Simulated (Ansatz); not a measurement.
A relaxation computed with Ansatz, from input to last step.

```yaml
crystal:
  lattice:
    - [-1.9914247026, 1.9914247026, 6.3405398577]
    - [1.9914247026, -1.9914247026, 6.3405398577]
    - [1.9914247026, 1.9914247026, -6.3405398577]
  atoms:
    - { symbol: Ba, position: [0.0, 0.0, 0.0] }
    - { symbol: As, position: [0.356941988, 0.356941988, 0.0] }
    - { symbol: As, position: [0.643058012, 0.643058012, 0.0] }
    - { symbol: Rh, position: [0.75, 0.25, 0.5] }
    - { symbol: Rh, position: [0.25, 0.75, 0.5] }
basis:
  ecutwfc: 500
kpoints:
  mp_grid: { grid: [12, 12, 12] }
hamiltonian:
  xc: r2scan
scf:
  occupations: { method: gaussian, width: 0.1 }
output:
  forces: true
  stress: true
  eigenvalues: true
relax:
  adjacent_minimum: "off"
  f_tol: 0.01
  max_steps: 30
  cell: { stress_tol: 0.1, fix: [volume] }
```

```bash
ansatz run input.yaml --threads 2 --pin off --max-ram 5120MiB --backend cpu --events-out ev --progress --plain --runs-dir out
```

Theory: Ansatz 0.2.0, DFT r2SCAN, scalar-relativistic, plane waves, PAW.

The volume is held at 0.94 times that of the relaxed cell.

Of 4 frames 3 are shown, positions in Å and forces in eV/Å; the SCF threshold varies from step to step. Steps run on the plane waves of an earlier cell, with a Pulay correction in the pressure. The basis is chosen afresh for the last frame, the zero of the energies, and at times for earlier ones too; energy and pressure step there, also at an unchanged geometry.

```xyz
5
Lattice="-1.9914 1.9914 6.3405 1.9914 -1.9914 6.3405 1.9914 1.9914 -6.3405" Properties=species:S:1:pos:R:3:forces:R:3 pbc="T T T" step=1 free_energy_over_end_meV_per_atom=2.13 pressure_GPa=6.89
Ba    0.0000    0.0000    0.0000    0.0000    0.0000    0.0000
As    0.0000    0.0000    4.5264    0.0000    0.0000    0.4090
As    0.0000    0.0000    8.1547    0.0000    0.0000   -0.4090
Rh    0.0000    1.9914    3.1703    0.0000    0.0000    0.0000
Rh    1.9914    0.0000    3.1703    0.0000    0.0000    0.0000
5
Lattice="-1.9972 1.9972 6.3038 1.9972 -1.9972 6.3038 1.9972 1.9972 -6.3038" Properties=species:S:1:pos:R:3:forces:R:3 pbc="T T T" step=2 free_energy_over_end_meV_per_atom=0.10 pressure_GPa=5.57
Ba    0.0000    0.0000    0.0000    0.0000    0.0000    0.0000
As    0.0000    0.0000    4.5301    0.0000    0.0000   -0.0922
As    0.0000    0.0000    8.0776    0.0000    0.0000    0.0922
Rh    0.0000    1.9972    3.1519    0.0000    0.0000    0.0000
Rh    1.9972    0.0000    3.1519    0.0000    0.0000    0.0000
5
Lattice="-1.9970 1.9970 6.3052 1.9970 -1.9970 6.3052 1.9970 1.9970 -6.3052" Properties=species:S:1:pos:R:3:forces:R:3 pbc="T T T" step=4 free_energy_over_end_meV_per_atom=0.00 pressure_GPa=5.79
Ba    0.0000    0.0000    0.0000    0.0000    0.0000    0.0000
As    0.0000    0.0000    4.5258    0.0000    0.0000   -0.0030
As    0.0000    0.0000    8.0846    0.0000    0.0000    0.0030
Rh    0.0000    1.9970    3.1526    0.0000    0.0000    0.0000
Rh    1.9970    0.0000    3.1526    0.0000    0.0000    0.0000
```

Time: 3.8 min on 2 threads of Arm Neoverse V1 (shared host), peak memory 1.1 GiB.